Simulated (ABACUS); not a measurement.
Set-up for a self-consistent single point of ZnCu2SnSe4 (I-4, 8 atoms in the cell; from Materials Project mp-1078918, changed as shown).

```xyz
8
Lattice="-2.9236 2.9236 5.8154 2.9236 -2.9236 5.8154 2.9236 2.9236 -5.8154" Properties=species:S:1:pos:R:3 pbc="T T T"
Zn     0.0000     2.9236     2.9077
Cu     2.9236     0.0000     2.9077
Cu     0.0000     0.0000     0.0000
Sn     0.0000     0.0000     5.8154
Se     1.5583     1.5187     4.3036
Se     4.4423     1.3653     1.5118
Se     1.3653     1.4049    -1.5118
Se    -1.5187     1.5583     7.3271
```

Computed with PBE, numerical atomic orbitals TZDP (confined pseudo-atomic orbitals with Gaussian additions; energy shift 0.01 Ry), PseudoDojo 0.5 standard norm-conserving PBE (tails mended) pseudopotentials (ABACUS 3.10.1).

ABACUS settings:

basis: TZDP numerical atomic orbitals, energy shift 0.01 Ry
KPT: Gamma 5 5 5 0 0 0
basis_type: lcao
dft_functional: PBE
ecutwfc: 100 Ry
smearing_method: fd
smearing_sigma: 0.00734986 Ry
potentials: PseudoDojo 0.5 standard norm-conserving PBE (tails mended)
symmetry: 1
symmetry_prec: 1e-05
ks_solver: genelpa
scf_nmax: 100
scf_thr: 1.0e-07
mixing_type: broyden

Results:

- Number of valence electrons = 136
- Number of bands = 82
- Number of k-points after the program's reduction = 21
- Size of the basis = 312
- Number of SCF iterations = 13
- Free energy E − TS = -31350.7972 eV
- Fermi level (on the code's own zero) = 8.47 eV
- Pressure = -1.72 GPa

Stress (GPa, positive for compression):
```
-1.76   0.00   0.00
 0.00  -1.76   0.00
 0.00   0.00  -1.64
```

For comparison: a first run was changed to give this one (volume scaled by 1.04), and from it to this one the free energy rises by 4.2 meV/atom and the pressure goes from 0.41 to -1.72 GPa.

The atom-centred basis is finite, which shifts total energies and pressures against plane waves. The structure comes from a collection of computed structures, made at another level of theory; the collection holds predicted forms beside known ones. No clean gap shows at this smearing width and mesh (spacing up to 0.30 Å⁻¹); the mesh is coarse for partly filled bands, so the values carry mesh errors. Semi-local functionals can close small gaps.

Cost on one core: roughly 90 core-seconds.

The atomic orbitals were generated for these runs; they are not ABACUS's published sets and were checked against plane waves on a few crystals only.

“Tails mended”: in these copies of the files the far tail of each local potential was reset to the Coulomb form.
